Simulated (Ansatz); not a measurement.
## CdS with Sc replacing Cd: gradients before and after relaxing the atoms

Start: a supercell of CdS (wurtzite type, P6_3mc) built from a structure deposited in the COD, with all atoms left at the host's positions.

Space group P3m1 (No. 156); a = 8.3000, c = 13.4740 Å, γ = 120.00°.

| site | Wyckoff | site symmetry | x | y | z |
| --- | --- | --- | --- | --- | --- |
| Sc | 1a | 3m. | 0.0000 | 0.0000 | 0.0000 |
| Cd2 | 1a | 3m. | 0.0000 | 0.0000 | 0.5000 |
| Cd3 | 3d | .m. | 0.0000 | 0.5000 | 0.0000 |
| Cd4 | 3d | .m. | 0.0000 | 0.5000 | 0.5000 |
| Cd9 | 3d | .m. | 0.1667 | 0.8333 | 0.2500 |
| Cd10 | 3d | .m. | 0.1667 | 0.8333 | 0.7500 |
| Cd15 | 1c | 3m. | 0.6667 | 0.3333 | 0.2500 |
| Cd16 | 1c | 3m. | 0.6667 | 0.3333 | 0.7500 |
| S17 | 1a | 3m. | 0.0000 | 0.0000 | 0.1875 |
| S18 | 1a | 3m. | 0.0000 | 0.0000 | 0.6875 |
| S19 | 3d | .m. | 0.0000 | 0.5000 | 0.1875 |
| S20 | 3d | .m. | 0.0000 | 0.5000 | 0.6875 |
| S25 | 3d | .m. | 0.1667 | 0.8333 | 0.4375 |
| S26 | 3d | .m. | 0.1667 | 0.8333 | 0.9375 |
| S31 | 1c | 3m. | 0.6667 | 0.3333 | 0.4375 |
| S32 | 1c | 3m. | 0.6667 | 0.3333 | 0.9375 |

One atom of each set is listed.

All values are calculated (Ansatz; DFT, PBE, plane waves and PAW, scalar-relativistic, 420 eV cutoff, Γ-centred 3×3×2 k-points, Fermi–Dirac smearing 0.01 eV, cell charge +1), not measured.

The largest force at the start is 0.97 eV/Å. Relaxing the ions at fixed cell moves them by 0.107 Å at most (atom 17, S) and 0.037 Å rms.

```tsv
site	moved (Å)	first shell before	first shell after	V_zz before (10²¹ V/m²)	η before
Sc	0.027	4 S at 2.53–2.54 Å	4 S at 2.45–2.47 Å	-0.22	0.00
Cd3	0.045	4 S at 2.53–2.54 Å	4 S at 2.51–2.58 Å	-2.54	0.60
Cd4	0.011	4 S at 2.53–2.54 Å	4 S at 2.53–2.55 Å	-0.18	0.76
Cd9	0.022	4 S at 2.53–2.54 Å	4 S at 2.52–2.60 Å	2.43	0.62
Cd10	0.041	4 S at 2.53–2.54 Å	4 S at 2.52–2.60 Å	2.38	0.03
Cd15	0.034	4 S at 2.53–2.54 Å	4 S at 2.52–2.54 Å	-1.17	0.00
Cd16	0.052	4 S at 2.53–2.54 Å	4 S at 2.53–2.55 Å	0.37	0.00
S17	0.107	1 Sc at 2.53 Å, 3 Cd at 2.54 Å	1 Sc at 2.45 Å, 3 Cd at 2.60 Å	-2.88	0.00
S19	0.012	4 Cd at 2.53–2.54 Å	4 Cd at 2.51–2.54 Å	-0.79	0.70
S20	0.017	4 Cd at 2.53–2.54 Å	4 Cd at 2.52–2.55 Å	-0.44	0.20
S26	0.062	3 Cd at 2.53–2.54 Å, 1 Sc at 2.54 Å	1 Sc at 2.47 Å, 3 Cd at 2.58–2.60 Å	-2.60	0.34
S31	0.030	4 Cd at 2.53–2.54 Å	4 Cd at 2.52–2.53 Å	0.66	0.00
```

Question: What are V_zz and η after the relaxation?

Answer: 

| site | V_zz after | η after | change of V_zz |
| --- | --- | --- | --- |
| Sc | 0.075 | 0.00 | +0.29 |
| Cd3 | -4.03 | 0.36 | -1.49 |
| Cd4 | 0.93 | 0.31 | – |
| Cd9 | 4.04 | 0.29 | +1.61 |
| Cd10 | 4.80 | 0.01 | +2.42 |
| Cd15 | -1.32 | 0.00 | -0.15 |
| Cd16 | 1.94 | 0.00 | +1.57 |
| S17 | -3.18 | 0.00 | -0.30 |
| S19 | 0.63 | 0.90 | – |
| S20 | -0.57 | 0.44 | -0.13 |
| S26 | -3.38 | 0.33 | -0.78 |
| S31 | 0.33 | 0.00 | -0.33 |

The largest change of V_zz along a kept axis is on Cd10, from 2.38 to 4.80. Small gradients that grow severalfold: Cd16 (0.37 to 1.94). In per cent, |V_zz| changes by +12 to +101 on Cd, -51 to +30 on S (all sites that start above 0.5, bar those whose gradient vanishes or changes sign or whose main axis turns by over 40°). Where |V_zz| stays above 0.1 and the axes keep their order, η moves most on Cd9, from 0.62 to 0.29. On S20 V_xx and V_yy change places (or their axes turn by over 50°), so the two values of η hide a larger change. V_zz changes sign on Sc (same axis), S18 (same axis) (not all in the table). On S19, Cd4 the largest principal value lies along another axis in the second run, so the two V_zz can't be compared directly. The table leaves out 4 of the 16 sites, with |V_zz| up to 1.16; their tensors move by 0.49 at most along any direction. The statements above cover all sites. The host's own positions weren't relaxed first, so part of the change far from the defect can be the host's relaxation.

The defect repeats with the cell of 32 atoms, so it feels its images: sites between two images don't show the values beside a lone defect, and zeros or small values of η there can come from the images' arrangement. Cd and S carry a gradient in the pure host already, so the values there aren't the defect's effect alone. A uniform background compensates the cell's charge. Without spin–orbit coupling (the program notes it for Cd) the gradients are little affected as a rule: paired runs on crystals with a gap mostly move them by under 2 % at such atoms.
Before: The neighbours have not yet relaxed around the defect (largest force 0.97 eV/Å), so a real crystal will differ.
After: The relaxation keeps the site symmetry 3m of the start, so the impurity can move only along its axis; a start off the site could end lower.
